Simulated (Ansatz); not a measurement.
# Al₂Au: from a starting cell to a relaxed one

The start is a generated cell, Al2Au placed in the AFLOW prototype A2B_oC12_63_2c_c (C49, as in ZrSi2). Cell shape, volume and atoms are optimised at zero target pressure with PBEsol (plane waves to 420 eV, PAW, scalar-relativistic; Ansatz, a program for electronic structure). First-step values are on the input's coarse k-mesh.

Ansatz input (later rounds restart from its end on a renewed k-mesh):
Ansatz 0.2 input:
```yaml
crystal:
  lattice:
    - [1.8593649, -7.3377619, 0]
    - [1.8593649, 7.3377619, 0]
    - [0, 0, 3.6589111]
  atoms:
    - { symbol: Al, position: [0.939, 0.061, 0.25] }
    - { symbol: Al, position: [0.061, 0.939, 0.75] }
    - { symbol: Al, position: [0.25, 0.75, 0.25] }
    - { symbol: Al, position: [0.75, 0.25, 0.75] }
    - { symbol: Au, position: [0.604, 0.396, 0.25] }
    - { symbol: Au, position: [0.396, 0.604, 0.75] }
basis: { ecutwfc: 420, ecutrho_ratio: 4, xc_grid: 2, fft_grid_basis: typed }
kpoints: { mp_grid: { grid: [9, 9, 9] } }
hamiltonian:
  xc: pbesol
  dispersion: none
  pseudopotentials: { kind: paw }
scf: { occupations: { method: fermi_dirac, width: 0.05 } }
relax: { f_tol: 0.01, max_steps: 100, cell: { stress_tol: 0.02 } }
output: { forces: true, stress: true }
```

- Largest initial force: 1.15 eV/Å, on Al1, Al2 (atoms numbered as listed)
- Energy released: 0.18 eV/atom
- Volume change: -2.6 %, from 16.64 to 16.21 Å³/atom
- Band gap at the end: no gap (metallic)
- Optimiser moves: 12

Relaxed structure:

```cif
data_Al8Au4
_chemical_formula_sum 'Al8 Au4'
_space_group_name_H-M_alt 'Cmcm'
_space_group_IT_number 63
_space_group_name_Hall '-C 2c 2'
_cell_length_a 3.93879
_cell_length_b 12.09090
_cell_length_c 4.08386
_cell_angle_alpha 90.000
_cell_angle_beta 90.000
_cell_angle_gamma 90.000
loop_
_atom_site_label
_atom_site_type_symbol
_atom_site_symmetry_multiplicity
_atom_site_Wyckoff_symbol
_atom_site_fract_x
_atom_site_fract_y
_atom_site_fract_z
_atom_site_occupancy
Al1 Al 4 c 0.00000 0.07726 0.25000 1
Al2 Al 4 c 0.00000 0.24971 0.75000 1
Au1 Au 4 c 0.00000 0.40340 0.25000 1
```
(The calculation used a cell of 6 atoms; values per cell refer to that cell.)

Final values are on a 12×12×11 k-mesh of the relaxed cell. No spin polarisation in the result.

The run could not lose the symmetry of its start: the end is stationary, and may be a saddle point rather than a minimum.

The relaxed structure here is a generated cell of Al2Au: the first start was made by placing the elements on the sites of a structure type, and the end was not matched to a known phase here, so it may be hypothetical.
